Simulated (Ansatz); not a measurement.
An Ansatz (a first-principles code) run. Input:

Ansatz 0.2 input:
```yaml
crystal:
  lattice:
    - [3.3380319028, 5.8640370465, 0.0]
    - [-3.3380319028, 5.8640370465, 0.0]
    - [-2.1184152367, 0.0, 6.3367007518]
  atoms:
    - { symbol: Si, position: [0.9444793596, 0.8857398343, 0.5240315125] }
    - { symbol: Si, position: [0.1142601657, 0.0555206404, 0.0240315125] }
    - { symbol: Cu, position: [0.2571940155, 0.2332236721, 0.5025817047] }
    - { symbol: Cu, position: [0.7667763279, 0.7428059845, 0.0025817047] }
    - { symbol: Cu, position: [0.5899780224, 0.5833468884, 0.5012175648] }
    - { symbol: Cu, position: [0.4166531116, 0.4100219776, 0.0012175648] }
    - { symbol: Se, position: [0.4707459582, 0.6987807788, 0.1228436078] }
    - { symbol: Se, position: [0.3012192212, 0.5292540418, 0.6228436078] }
    - { symbol: Se, position: [0.6488980424, 0.86744064, 0.6263754057] }
    - { symbol: Se, position: [0.13255936, 0.3511019576, 0.1263754057] }
    - { symbol: Se, position: [0.8120743136, 0.0306378984, 0.1444402044] }
    - { symbol: Se, position: [0.9693621016, 0.1879256864, 0.6444402044] }
kpoints:
  mp_grid: { grid: [5, 5, 5] }
hamiltonian:
  xc: r2scan
  pseudopotentials: { kind: paw }
scf:
  occupations: { method: fixed }
checkpoint: { read: static.run }
output: { write_density: true, elf: true, volumetric_format: npy }
basis: { fft_grid_basis: typed }
```

Output (shortened):

```
Pseudopotential: Si, paw, valence charge 4
Pseudopotential: Cu, paw, valence charge 19
Pseudopotential: Se, paw, valence charge 16
Functional definition: r2SCAN
Crystal: 12 atoms, lattice volume = 248.074 Å³
Basis set: ecut = 500 eV, 6307 PW (Γ), exchange–correlation on 200×200×200 points (64 copies of the dense FFT grid, shifted against one another)
Bands: 108, of which v1, the nominal top of the filled ones, is band 90 counted from 1 (89 counted from 0)
Symmetry: 2 space group operations
Space group: Cc (ITA 9), of the structure as read, at distance tolerance 6.3e-5 Å
k-points: 39 of 125 (time reversal used)
Stability of the state it starts from, as read at its close in the unpolarized treatment …
iter 1 solved again at ethr=1.41e-7 eV; its pass at ethr=3.10e-3 eV (dr2=2.54e-4 eV) is discarded
SCF iter   1: F=—  HF=-60676.092975 eV  |F-HF|=—  |Δ(HF+E_count)|=         —  Δρ=4.32e-7  dr2=3.73e-10  dr2_τ=1.24e-11  ethr=1.41e-7  ⟨swp⟩=3.2  Hψ=23364  notcnv=0  defer=624
preconditioner: auto → Resta (q_TF=auto, 2.586 Å⁻¹)
SCF iter   2: F=—  HF=-60676.092992 eV  |F-HF|=—  |Δ(HF+E_count)|=   1.73e-5  Δρ=2.03e-7  dr2=7.71e-11  dr2_τ=1.06e-11  ethr=1.00e-12  ⟨swp⟩=11.9  Hψ=22569  notcnv=0
SCF iter   3: F=-60676.092992 eV  HF=-60676.092992 eV  |F-HF|=2.91e-11  |Δ(HF+E_count)|=  8.73e-11  Δρ=1.31e-7  dr2=3.38e-11  dr2_τ=1.69e-12  ethr=1.00e-12  ⟨swp⟩=1.0  Hψ=8127  notcnv=0
SCF 1 converged in 3 iterations: F = -60676.092992 eV  dr2 = 3.38e-11
SCF converged after 3 iterations
Free energy (F): -60676.092992 eV
Harris-Foulkes:  -60676.092992 eV  (|F-HF|=2.91e-11)
Internal energy: -60676.092992 eV  (E = F + TS)
E sigma→0 (E₀):  -60676.092992 eV
Fermi energy:    9.050232 eV
--- Per-component energies (eV) ---
  E_band       = -4383.878588
  E_kinetic    = 1996.345560
  E_local      = -37911.995592  (includes V_loc(G=0)·N_el)
  E_nonlocal   = -1897.918595
  E_hartree    = 17691.847842
  E_xc         = -1023.320752
  E_vxc        = -1225.760729  (∫ρ·V_xc dr)
  E_paw        = -19339.509708  (= ΣΔE_a)
  E_vpaw       = -798.310414  (= ΣTr[D̂ρ^β])
  E_aug_tail   = -0.000659  (compensation charges beyond the density's cutoff)
  E_vtau       = 70.066098  (kinetic-family band-sum trace: ∫τ·v_τ [+ j·A + Jᵃ·Aᵃ] dr)
  E_ewald      = -20179.595168
  E_core_change = -11.945919  (= ΣΔE_core)
  E_smearing   =  0.000000  (= −TS)
  E_closure    = 0.000000  (closes the sum)
  Σ components = -60676.092992   (vs F -60676.092992, Δ=0.00e0)
  [band-id]    e_kinetic+e_local+e_nonlocal+2·e_hartree+e_vxc+e_vpaw+e_augmentation_tail+e_vtau = -4383.878647   (vs E_band -4383.878588, Δ=-5.93e-5)
--- Band table (eV; the first three rows and the last of 39) ---
  k-point 0: bands = ["-106.5849", "-106.5849", "-106.5431", "-106.5431", "-62.4683", "-62.4683", "-62.4395", "-62.4395", "-62.4373", "-62.4371", "-62.4165", "-62.4164", "-62.3899", "-62.3898", "-62.3686", "-62.3686", "-40.6499", "-40.6497", "-40.6491", …
  k-point 1: bands = ["-106.5849", "-106.5849", "-106.5431", "-106.5431", "-62.4683", "-62.4683", "-62.4395", "-62.4395", "-62.4372", "-62.4371", "-62.4165", "-62.4164", "-62.3899", "-62.3898", "-62.3686", "-62.3686", "-40.6499", "-40.6497", "-40.6491", …
  k-point 2: bands = ["-106.5849", "-106.5849", "-106.5431", "-106.5431", "-62.4683", "-62.4683", "-62.4395", "-62.4395", "-62.4372", "-62.4372", "-62.4164", "-62.4164", "-62.3899", "-62.3899", "-62.3686", "-62.3686", "-40.6498", "-40.6498", "-40.6491", …
  k-point 38: bands = ["-106.5849", "-106.5849", "-106.5431", "-106.5431", "-62.4683", "-62.4683", "-62.4395", "-62.4395", "-62.4372", "-62.4372", "-62.4164", "-62.4164", "-62.3899", "-62.3898", "-62.3686", "-62.3686", "-40.6499", "-40.6497", "-40.6491", …
```

Cost: very roughly 2.8 core-minutes on shared cores.

The workflow started from a Materials Project entry (that database holds measured and hypothetical structures alike); the Crystallography Open Database copy checked does not list it. With Si and Cu taken as one species the cell has the higher symmetry F-43m, so it may be an ordered model of a mixed-site phase. Whether it is the stable phase at ambient conditions was not checked. The cell was relaxed with r²SCAN under the symmetry of its start; whether a distortion lowers the energy is not shown. The run is not spin-polarised. Scalar-relativistic: spin–orbit coupling is off unless named, which matters more the heavier the elements.

Potentials: the later of the program's two PAW sets.

Ansatz is a plane-wave DFT program.
